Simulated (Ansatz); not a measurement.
## Hf (Fm-3m): electronic heat capacity and spin susceptibility from the density of states

Computed with DFT r2SCAN, scalar-relativistic, plane waves, PAW in Ansatz 0.2.0.

Settings: cutoff 500 eV, Γ-centred mesh 16×16×16 on the computed 1-atom cell, Gaussian smearing of 0.10 eV; no spin polarisation.

Relaxed cell: Fm-3m, a = 4.479 Å, b = 4.479 Å, c = 4.479 Å, α = 90.00°, β = 90.00°, γ = 90.00°, 1 atom in the primitive cell. This fcc form isn't the element's structure at ambient conditions.

The density of states at the Fermi level is 1.311 states/eV in the cell of 1 atom (1 formula unit; both spins, tetrahedra on a 24×24×24 mesh).

What Sommerfeld coefficient and Pauli susceptibility does this give?

Per formula unit N(E_F) = 1.311 states/eV. γ = (π²/3) k_B² N(E_F) N_A = 2.357 mJ/(mol K²) per state/eV, so γ = 3.1 mJ/(mol K²), a mole of formula units. χ_P = μ_B² N(E_F) N_A = 3.23×10⁻⁵ emu/mol per state/eV gives 4.2×10⁻⁵ emu/mol. This is the bare band result: a measured γ of the same phase is as a rule larger by a factor 1 + λ from phonons and spin fluctuations, the spin part of χ is larger by the Stoner factor, and a measured χ also holds orbital and core terms. N(E_F) at one energy is sensitive to the mesh where the density of states has sharp peaks.

Spin-orbit coupling is left out, which matters for the bands of heavy elements.

Cost: 1 run of about 0.28 core-minutes, on Intel Xeon Platinum 8488C (Sapphire Rapids) (shared hosts).